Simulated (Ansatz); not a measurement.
Starting cell, HfO2 (fluorite):

```
HfO2
1.0
    0.00000     2.54880     2.54880
    2.54880     0.00000     2.54880
    2.54880     2.54880     0.00000
Hf O
1 2
Cartesian
  0.00000   0.00000   0.00000
  1.27440   1.27440   1.27440
  3.82321   3.82321   3.82321
```

Scan: atom 2 (O, nearest neighbour Hf at 2.207 Å; its periodic images, 3.6 Å or more away, move with it) is displaced along Cartesian [111], direction (0.577, 0.577, 0.577) in Cartesian axes, by s. The other atoms stay.

Computed with PBE (plane waves to 420 eV, PAW, scalar-relativistic; Ansatz, a first-principles code). k mesh 9×9×9 (Γ-centred), Fermi-Dirac smearing 0.05 eV. Energies are smeared free energies. HfO2 is run without spin polarisation. HfO2 was relaxed with its symmetry unable to fall. Spin-orbit coupling is left out, though Hf is heavy. This is a high-temperature form of HfO2. ΔE is measured from the undisplaced structure.

| s (Å) | ΔE (meV/cell) |
|---|---|
| -0.220 | withheld |
| -0.176 | 195 |
| -0.132 | 104 |
| -0.088 | 44 |
| -0.044 | 11 |
| 0.000 | 0 |
| 0.044 | 10 |
| 0.088 | 37 |
| 0.132 | 81 |
| 0.176 | 139 |
| 0.220 | 209 |

Task: Fit a polynomial form (powers 2, 3, 4) to the given rows and predict ΔE at s = -0.220.

Result: Least squares on the 10 given rows: ΔE = (5244)·s² + (-5150)·s³ + (4377)·s⁴, in meV/cell with s in Å; root-mean-square residual 0.3 meV/cell. At -0.220 the fit gives 319 meV/cell; the calculation gives 319 meV/cell, the same to the digits shown. The quadratic term alone would give 254 meV/cell.

(A displaced cell: forces are minus the slopes of the energy, force constants its curvatures, and phonons follow from these.)
